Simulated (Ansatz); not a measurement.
Structure relaxation, Zn3P2

The start is a randomly generated symmetric cell of Zn3P2 (space group No. 214). The structure is fully relaxed (lattice and positions, P = 0) with r2SCAN (plane waves to 500 eV, PAW, scalar-relativistic; Ansatz, a quantum-chemistry and plane-wave program).

Ansatz input (later rounds restart from its end on a renewed k-mesh):
Ansatz 0.2 input:
```yaml
crystal:
  lattice:
    - [-3.6121625, 3.6121625, 3.6121625]
    - [3.6121625, -3.6121625, 3.6121625]
    - [3.6121625, 3.6121625, -3.6121625]
  atoms:
    - { symbol: P, position: [0.25, 0.25, 0.25] }
    - { symbol: P, position: [0.5, 0, 0.25] }
    - { symbol: P, position: [0, 0.25, 0.5] }
    - { symbol: P, position: [0.25, 0.5, 0] }
    - { symbol: Zn, position: [0.25, 0.875, 0.625] }
    - { symbol: Zn, position: [0.75, 0.625, 0.875] }
    - { symbol: Zn, position: [0.625, 0.25, 0.875] }
    - { symbol: Zn, position: [0.875, 0.75, 0.625] }
    - { symbol: Zn, position: [0.875, 0.625, 0.25] }
    - { symbol: Zn, position: [0.625, 0.875, 0.75] }
basis: { ecutwfc: 500, ecutrho_ratio: 4, xc_grid: 4, fft_grid_basis: typed }
kpoints: { mp_grid: { grid: [7, 7, 7] } }
hamiltonian:
  xc: r2scan
  dispersion: none
  pseudopotentials: { kind: paw }
scf: { occupations: { method: fermi_dirac, width: 0.05 } }
relax: { f_tol: 0.01, max_steps: 100, cell: { stress_tol: 0.02 } }
output: { forces: true, stress: true }
```

Task: How much energy is released per atom?

Result: 0.04 eV/atom.

Task: How does the volume per atom move from start to end?

Result: +9.9 %, from 18.85 to 20.72 Å³/atom.

Task: Is the relaxed structure metallic? Give its gap.

Result: No gap (metallic).

The space group stays I4₁32 (No. 214) (the run could not lower it), with 10 atoms in the primitive cell. Final values are on a 9×9×9 k-mesh of the relaxed cell. No spin polarisation in the result.

The run could not lose the symmetry of its start: the end is stationary, and may be a saddle point rather than a minimum.

All atoms sit on sites fixed by symmetry, so only the cell could relax.

The relaxed structure here is a generated cell of Zn3P2: the first start was made by a random draw of sites in a space group, and the end was not matched to a known phase here, so it may be hypothetical.
